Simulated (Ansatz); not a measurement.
BeS in space group P6_422 (No. 181; Be on 3c, S on 3d) at seven volumes, DFT-PBE+D3(BJ) in the program Ansatz with PAW potentials, shape and atoms relaxed at each. One row is withheld.

```csv
V (Å³/atom),P (GPa)
11.763,12.09
12.151,7.46
12.538,?
12.926,0.00
13.314,-3.00
13.702,-5.60
14.089,-7.85
```

Question: Fit the shown pressures and predict the withheld one.

Answer: P = (3/2)B₀(x^(7/2) − x^(5/2))[1 + (3/4)(B′ − 4)(x − 1)] with x = (V₀/V)^(2/3). Least squares on the six rows gives V₀ = 12.926 Å³/atom, B₀ = 107 GPa, B′ = 3.79. At V = 12.538, x = 1.0205 and P = 3.45 GPa. The run itself gave 3.46 GPa.

The start of the workflow was typed in or built on a structure type; neither database checked (COD, Materials Project) lists it. COD files the formula under space group No. 216, so this cell is another polymorph or a model. Whether it is the stable phase at ambient conditions was not checked. Symmetry was held in the PBE+D3(BJ) relaxation; whether a distortion lowers the energy is not shown.

Potentials: the later of the program's two PAW sets.
